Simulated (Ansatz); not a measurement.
Cu3Au:
```
Cu3Au
1.0
    3.78088     0.00000     0.00000
    0.00000     3.78088     0.00000
    0.00000     0.00000     3.78088
Cu Au
3 1
Cartesian
  0.00000   1.89044   1.89044
  1.89044   0.00000   1.89044
  1.89044   1.89044   0.00000
  0.00000   0.00000   0.00000
```

Relaxed with PBE. Special points in fractions of this cell's reciprocal vectors: Γ (0.000, 0.000, 0.000); X (0.000, 0.500, 0.000); M (0.500, 0.500, 0.000); R (0.500, 0.500, 0.500).

List the band energies nearest the Fermi level at these points for DFT-PBE in the program Ansatz with PAW potentials.

In eV from the Fermi level; about four levels below and three above (degenerate sets whole), none deeper than 8.9 eV; … stands for higher levels left out; points with the same levels are listed once.

```
k                                below                above
-  -----------------------------------  -------------------
Γ  -1.50 -1.50 -1.50 -1.38 -1.38 -1.38       1.24 1.24 1.24
X              -1.96 -1.88 -1.50 -1.38  5.68 5.68 6.41 6.41
M              -2.09 -0.52 -0.52 -0.44  0.28 8.40 9.28 9.28
R              -1.04 -1.01 -1.01 -1.01               2.36 …
```

Space group Pm-3m (Cu3Au type). Symmetry was held in the PBE relaxation; of distortions, only those at the zone centre were tested. The run is not spin-polarised. Scalar-relativistic: spin–orbit coupling is off unless named, which matters more the heavier the elements.

Potentials: the later of the program's two PAW sets.
